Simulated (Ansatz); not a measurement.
## Ca-43 NMR of the central transition in CaWO4

Cell: an entry of the Crystallography Open Database (COD), its atoms then relaxed with PBE in this cell.

```cif
data_CaWO4
_symmetry_space_group_name_H-M 'I4_1/a:1'
_symmetry_Int_Tables_number 88
_cell_length_a 5.2429
_cell_length_b 5.2429
_cell_length_c 11.3737
_cell_angle_alpha 90.000
_cell_angle_beta 90.000
_cell_angle_gamma 90.000
loop_
_atom_site_label
_atom_site_type_symbol
_atom_site_symmetry_multiplicity
_atom_site_Wyckoff_symbol
_atom_site_fract_x
_atom_site_fract_y
_atom_site_fract_z
Ca Ca 4 b 0.5000 0.0000 0.2500
W W 4 a 0.0000 0.5000 0.2500
O O 16 f 0.1538 0.2572 0.3363
```

One atom of each set is listed; the run and its k-mesh use a cell of 12 atoms with edges of 6.79, 6.79, 6.79 Å.

The numbers come from a DFT calculation in Ansatz (PBE, plane waves and PAW, scalar-relativistic, 420 eV cutoff, Γ-centred 7×7×7 k-points, Fermi–Dirac smearing 0.01 eV).

Ca-43 has I = 7/2 and Q = -40.80 mb (Pyykkö 2018); at 11.7 T its Larmor frequency is ν₀ = 33.6 MHz. Only the quadrupole interaction is simulated: positions count from each site's isotropic chemical shift, and J coupling is left out, as are shift anisotropy and dipolar coupling, which fast spinning averages.

(1) Give C_Q, η, the quadrupolar product P_Q = |C_Q|(1 + η²/3)^½, the second-order isotropic shift and the breadth of the pattern (fast magic-angle spinning) for each Ca site.

## Answers

(1) 

```tsv
site	first shell	C_Q (MHz)	η	P_Q (MHz)	δ_QIS (ppm)	breadth (kHz)
Ca	8 O at 2.44–2.46 Å	1.27	0.00	1.27	-3.63	0.261
```

δ_QIS = −(ν_Q²/30ν₀²)[I(I+1) − 3/4](1 + η²/3) × 10⁶ ppm with ν_Q = 3|C_Q|/[2I(2I−1)]; it falls as 1/B₀² in ppm, and the breadth as 1/B₀ in kHz.

An axis of threefold or higher order runs through Ca, so V_zz lies along it and η is zero.
